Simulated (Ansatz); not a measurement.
# WC-type LuBi

Level of theory: DFT, PBEsol, scalar-relativistic, no spin polarisation; plane waves to 420 eV with PAW datasets (Ansatz 0.2.0), Γ-centred 10×10×8 mesh, 0.05 eV Gaussian smearing. The datasets are Ansatz's generated set soft_2.

Space group P-6m2 (No. 187). a = 4.236 Å, b = 4.236 Å, c = 3.840 Å, α = 90.00°, β = 90.00°, γ = 120.00°
```
atom  site  symmetry       x       y       z
  Lu    1a      -6m2  0.0000  0.0000  0.0000
  Bi    1f      -6m2  0.6667  0.3333  0.5000
```

This is a trial structure: such lanthanide and actinide compounds mostly take the rock-salt structure.

The cell above was scaled in volume, and shape and atoms were relaxed at each volume within its symmetry. Energies are counted from the cell above.

Cell and atoms are those of this level's equilibrium.

```tsv
V (Å³/atom)	ΔE (meV/atom)	P (GPa)
28.64	9.6	2.6
29.24	2.5	1.3
29.84	0.0	0.1
30.43	1.7	-1.0
31.03	7.2	-1.9
```

Task: What do the points give for the equilibrium volume, the bulk modulus and its pressure derivative (third-order Birch–Murnaghan)?

Result: V0 = 29.88 Å³/atom, B0 = 56 GPa, B0′ = 4.0.

B0·V0 = 55.7 GPa × 29.88 Å³ = 10.39 eV/atom sets the scale: near the minimum ΔE ≈ ½ B0 V0 x², with x = V/V0 − 1, and a pressure of 0.6 GPa squeezes the volume by about 1 %. At the ends of the curve: x = −4.1 % predicts 8.9 meV/atom and the run gives 9.6; x = +3.8 % predicts 7.7 meV/atom and the run gives 7.2. The lopsidedness is anharmonic: atoms resist being pushed together more than being pulled apart.

No spin–orbit coupling, a notable omission for heavy elements. The run is a metal.
